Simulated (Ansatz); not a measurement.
The relaxed structure here is a generated cell of SrTiO3: the first start was made by placing the elements on the sites of a structure type, and the end was not matched to a known phase here, so it may be hypothetical. Known forms of SrTiO3 include space group No. 221.

One starting cell of SrTiO3 (a generated trial cell of SrTiO3 in the R-3c-perovskite structure type) was relaxed twice with Ansatz (plane waves, PAW, scalar-relativistic): with r2SCAN at 500 eV and with PBE at 420 eV. The r2SCAN result:

```xyz
10
Lattice="2.7635 1.5955 4.5066 -2.7635 1.5955 4.5066 0.0000 -3.1911 4.5066" Properties=species:S:1:pos:R:3 pbc="T T T"
Sr     0.0000     0.0000     3.3800
Sr     0.0000     0.0000    10.1400
Ti     0.0000     0.0000     0.0000
Ti     0.0000     0.0000     6.7600
O      0.1014     1.5955     7.8866
O     -1.4325    -0.7099     7.8866
O      1.3310    -0.8856     7.8866
O     -0.1014    -1.5955     5.6333
O      1.4325     0.7099     5.6333
O     -1.3310     0.8856     5.6333
```

| quantity | r2SCAN | PBE |
|---|---|---|
| space group | R-3c | R-3c |
| volume (Å³/atom) | 11.92 | ___ |
| a (Å) | 5.527 | ___ |
| c (Å) | 13.520 | ___ |
| gap (eV, no spin-orbit coupling) | 2.33 | ___ |

Question: What does PBE give for the same quantities?

Answer: 
- volume (Å³/atom), PBE: 12.18
- a (Å), PBE: 5.568
- c (Å), PBE: 13.611
- gap (eV, no spin-orbit coupling), PBE: 1.95

Both levels end in the same structure; PBE's volume is 2.2 % larger; its gap is 0.38 eV smaller. Neither column is exact.

No spin polarisation in the result.

The run could not lose the symmetry of its start: the end is stationary, and may be a saddle point rather than a minimum.

Ansatz is a first-principles code.
